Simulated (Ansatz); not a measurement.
## A short bond in IrOs

```
Os Ir
1.0
     2.74362    0.00000    0.00000
    -1.37181    2.37605    0.00000
     0.00000    0.00000    4.36088
Os Ir
1 1
Direct
  0.00000 0.00000 0.00000
  0.33333 0.66667 0.50000
```

The cell is Materials Project entry mp-1223655, used as a structure alone.

Its shortest bond, of 2.695 Å between atom 1 (Os) and the nearest image of atom 2 (Ir), is scaled by moving both atoms along it, with the cell held. The force apart is half the difference of the two atoms' forces along the bond; it holds the pull and push of their other neighbours too.

All numbers are PBEsol results (scalar-relativistic) from Ansatz 0.2.0, with a Γ-centred 13×13×7 k mesh, Fermi–Dirac smearing of 0.05 eV, no spin polarisation. Methods: LAPW: all electrons, basis error target 1 meV/atom; PAW: frozen-core files, cutoff 420 eV; norm-conserving: pseudopotentials, cutoff 1007 eV.

Energies are extrapolated to zero smearing and count from the unscaled cell; pressure is positive in compression; gaps take the mesh and a band path. No temperature or zero-point motion is included.

Spin–orbit coupling is left out, which matters for the heavy atoms. The PAW files were made under PBE.

```
bond (Å)  force apart (eV/Å)  P LAPW (GPa)  ΔE LAPW (eV/atom)  P PAW − LAPW (GPa)  ΔE PAW − LAPW (meV/atom)  force PAW − LAPW (eV/Å)
   2.695                0.00         -6.65              0.000                0.01                       0.0                    0.000
   2.533                2.00         -2.34              0.079                0.01                      -0.1                   -0.002
   2.372                4.91         11.12                  ?                0.01                      -0.5                   -0.005
```

Question: Give the missing entry: row "2.372", column "ΔE LAPW (eV/atom)".

Answer: 0.348.

Question: At the last bond length, how far does norm-conserving lie from LAPW in pressure and in the largest force component?

Answer: norm-conserving: -0.51 GPa, 0.023 eV/Å, on a LAPW pressure of 11.12 GPa.
